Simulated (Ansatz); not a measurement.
Here is an unrelaxed guess for Si5Ge.

```cif
data_structure
_symmetry_space_group_name_H-M 'P6/mmm'
_symmetry_Int_Tables_number 191
_cell_length_a 5.0342
_cell_length_b 5.0342
_cell_length_c 4.1598
_cell_angle_alpha 90.000
_cell_angle_beta 90.000
_cell_angle_gamma 120.000
_cell_volume 91.30
loop_
_atom_site_label
_atom_site_type_symbol
_atom_site_symmetry_multiplicity
_atom_site_Wyckoff_symbol
_atom_site_fract_x
_atom_site_fract_y
_atom_site_fract_z
_atom_site_occupancy
Si1 Si 2 c 0.33333 0.66667 0.00000 1
Si2 Si 3 g 0.50000 0.00000 0.50000 1
Ge1 Ge 1 a 0.00000 0.00000 0.00000 1
```

Level of theory: DFT PBE, scalar-relativistic, plane waves, PAW (Ansatz 0.2.0). Settings: cutoff 420 eV, Γ-centred mesh 6×6×4 on the computed 6-atom cell, Gaussian smearing of 0.10 eV; no spin polarisation.

Energies over the elements count from the elements' standard structures at the same level, with no fitted energy shifts.

Q: How far from equilibrium is it?

A: The pressure is 6.7 GPa (the mean over three directions, positive in compression), the largest force is 0.00 eV/Å (symmetry fixes the atoms), and the energy is +0.63 eV/atom against the elements. The shortest distance is 2.52 Å.

Q: Is it a good guess?

A: A fair one: relaxing gains under 0.1 eV/atom (the start's value is from the coarse mesh, so the gain is rough) in 15 ionic steps and ends at +0.57 eV/atom on the finer mesh. The symmetry stays P6/mmm (No. 191). The end has the CaCu5 type. The volume per atom grows by 8.9 %, from 15.2 to 16.6 Å³. The shortest distance goes from 2.52 Å (Si–Si) to 2.47 Å (Si–Si). The ratio c/a of the conventional cell changes by a factor of 1.15. Conventional cell: a = 4.938 Å, c = 4.708 Å. Si on a site of symmetry -6m2 is surrounded by 9 Si at 2.75–2.85 Å and 3 Ge at 2.85 Å; Si on a site of symmetry mmm is surrounded by 4 Si at 2.47 Å and 4 Si at 2.75 Å; around Ge lie 6 Si at 2.85 Å and 12 Si at 3.41 Å.

The last run used a 12×12×8 mesh (in the run's order of axes) for its 6-atom cell and Gaussian smearing of 0.10 eV. The relaxation can't lower the symmetry of the start, and the grade says only how near the guess is to its own end. A structure relaxed within its symmetry needn't be a true minimum. Another cell of Si5Ge relaxed alike, in P6/mmm, lies 81 meV/atom lower, so this cell isn't the stable form at this level.
